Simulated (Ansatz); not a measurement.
LaNbHO2:
Space group P4/mmm (No. 123); a = 4.141 Å, b = 4.141 Å, c = 3.710 Å, α = 90.00°, β = 90.00°, γ = 90.00°

```tsv
atom	site	symmetry	x	y	z
La	1d	4/mmm	0.5000	0.5000	0.5000
Nb	1a	4/mmm	0.0000	0.0000	0.0000
O	2f	mmm.	0.0000	0.5000	0.0000
H	1b	4/mmm	0.0000	0.0000	0.5000
```

Relaxed with PBE.

### Question
Which orbitals make up the states near the Fermi level in DFT-PBE in the program Ansatz with PAW potentials?

### Answer
Within 0.5 eV of the Fermi level: Nb 4d 47 %, La 5d 25 %, La 4f 14 %, O 2p 10 %. Projections are on Löwdin-orthogonalised atomic valence shells; empty p or d shells of many metals are not among them.

### Question
Tabulate the density of states.

### Answer
States/eV per cell of 5 atoms, in 0.25 eV bins, energy from the Fermi level.

```tsv
E (eV)	total	La 4f	O 2p	Nb 4d
-7.85	2.84	0.01	1.82	0.55
-7.60	2.69	0.01	1.36	0.61
-7.35	3.33	0.02	1.61	0.74
-7.10	5.07	0.02	2.64	1.03
-6.85	4.01	0.02	2.40	0.72
-6.60	3.96	0.02	2.50	0.54
-6.35	4.43	0.03	2.99	0.66
-6.10	6.58	0.05	4.64	0.80
-5.85	4.97	0.06	3.72	0.44
-5.60	3.50	0.05	2.65	0.28
-5.35	4.51	0.07	3.60	0.22
-5.10	4.36	0.08	3.54	0.18
-4.85	2.79	0.05	2.18	0.12
-4.60	1.13	0.03	0.71	0.07
-4.35	0.43	0.01	0.11	0.05
-4.10	0.37	0.01	0.09	0.04
-3.85	0.26	0.01	0.07	0.02
-3.60	0.10	0.00	0.03	0.01
-3.35	0.01	0.00	0.00	0.00
-3.10	0.00	0.00	0.00	0.00
-2.85	0.00	0.00	0.00	0.00
-2.60	0.00	0.00	0.00	0.00
-2.35	0.10	0.00	0.00	0.07
-2.10	0.27	0.00	0.01	0.18
-1.85	0.44	0.01	0.02	0.30
-1.60	0.68	0.02	0.04	0.46
-1.35	1.17	0.05	0.08	0.81
-1.10	1.37	0.06	0.10	0.92
-0.85	1.53	0.10	0.11	1.05
-0.60	1.95	0.15	0.13	1.37
-0.35	2.09	0.20	0.16	1.29
-0.10	2.78	0.30	0.24	1.19
0.15	2.89	0.43	0.31	1.23
0.40	3.16	0.61	0.39	1.37
0.65	3.67	1.05	0.34	1.52
0.90	5.33	2.62	0.28	1.38
1.15	8.19	5.91	0.26	0.94
1.40	20.90	18.79	0.25	0.69
```

The start of the workflow was typed in or built on a structure type; neither database checked (COD, Materials Project) lists it. Its standing as an ambient phase is unchecked. The PBE relaxation kept the symmetry of its start; whether a distortion lowers the energy is not shown. The workflow began spin-polarised and lost its moments. The cell computed holds one magnetic atom, so no antiferromagnetic order was within reach. Scalar-relativistic: spin–orbit coupling is off unless named, which matters more the heavier the elements.

Potentials: the earlier of the program's two PAW sets.
